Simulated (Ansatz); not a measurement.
The relaxed structure here is a generated cell of BeS: the first start was made by placing the elements on the sites of a structure type, and the end was not matched to a known phase here, so it may be hypothetical.

One stationary structure of BeS. Space group Pccm (No. 49). Calculation: PBEsol (plane waves to 420 eV, PAW, scalar-relativistic; Ansatz, an electronic-structure program).

Space group Pccm (No. 49); a = 3.772 Å, b = 5.618 Å, c = 6.113 Å, α = 90.00°, β = 90.00°, γ = 90.00°

```csv
atom,site,symmetry,x,y,z
Be,2d,..2/m,0.5000,0.0000,0.0000
Be,2g,222,0.0000,0.5000,0.2500
S,4q,..m,0.1976,0.2771,0.0000
```

Problem. Predict the band gap from PBEsol.

Solution. 0.59 eV, indirect (valence top at k = (0, 0, 0.25), conduction bottom at Γ) (no spin-orbit coupling).

Problem. What smallest direct gap does PBEsol give?

Solution. 0.68 eV at Γ.

No spin polarisation in the result.

The run could not lose the symmetry of its start, so the end can be a saddle point.

It was reached from a disturbed copy of a P4₂/mmc (No. 131) cell, against which it lies -0.16 eV/atom.
